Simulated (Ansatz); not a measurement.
Stability checks on a candidate for LiBeF3

The cell was found from a structure generator's guess, not taken from experiment.

All numbers below come from DFT PBE, scalar-relativistic, plane waves, PAW in Ansatz. Settings of the last relaxation (5-atom cell): 420 eV, 8×6×6 k points, Gaussian smearing of 0.02 eV, no spin polarisation.

```cif
data_structure
_symmetry_space_group_name_H-M 'P 1'
_symmetry_Int_Tables_number 1
_cell_length_a 2.7680
_cell_length_b 4.8478
_cell_length_c 4.8478
_cell_angle_alpha 65.259
_cell_angle_beta 90.000
_cell_angle_gamma 90.000
_cell_volume 59.08
loop_
_atom_site_label
_atom_site_type_symbol
_atom_site_fract_x
_atom_site_fract_y
_atom_site_fract_z
_atom_site_occupancy
Li1 Li 0.50000 0.69394 0.69394 1
Be1 Be 0.00000 0.05478 0.05478 1
F1 F 0.50000 0.94462 0.94462 1
F2 F 0.00000 0.90516 0.40103 1
F3 F 0.00000 0.40103 0.90516 1
```

The zero of energy is the elements' standard structures at the same level (F₂ as a molecule); no fitted shifts are applied.

Question: These tests were run: energy against the elements; phonons on a 4×2×2 q mesh. What do they show?

Answer:

| test | result |
| --- | --- |
| energy against the elements | −3.130 eV/atom |
| phonons on a 4×2×2 q mesh | no imaginary mode on the mesh |

It fails none of these tests. Whether a mixture of other phases lies lower isn't tested here.

The run for the phonons used an 8×6×6 k mesh.
